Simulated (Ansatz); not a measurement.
InGaAs2:
```yaml
crystal:
  lattice:
    - [4.16656, 0.00000, 0.00000]
    - [0.00000, 4.16656, 0.00000]
    - [0.00000, 0.00000, 5.90342]
  atoms:
    - { symbol: In, position: [0.00000, 0.00000, 0.50000] }
    - { symbol: Ga, position: [0.50000, 0.50000, 0.00000] }
    - { symbol: As, position: [0.50000, 0.00000, 0.76907] }
    - { symbol: As, position: [0.00000, 0.50000, 0.23093] }
```

Relaxed with HSE06.

Task: Give the Bader charges and basin volumes of the independent atoms, HSE06 (plane waves, PAW; program Ansatz).

Result: 

```csv
atom,Bader charge (e),Bader volume (Å³)
In1,+0.83,22.8
Ga2,+0.82,17.1
As3,-0.83,31.3
```

Space group P-4m2. The first step of the workflow began from a Materials Project structure, measured or hypothetical; the Crystallography Open Database copy checked does not list it. With In and Ga taken as one species the cell has the higher symmetry F-43m, so it may be an ordered model of a mixed-site phase. Its standing as an ambient phase is unchecked. Symmetry was held in the HSE06 relaxation; whether a distortion lowers the energy is not shown.

Potentials: the later of the program's two PAW sets.
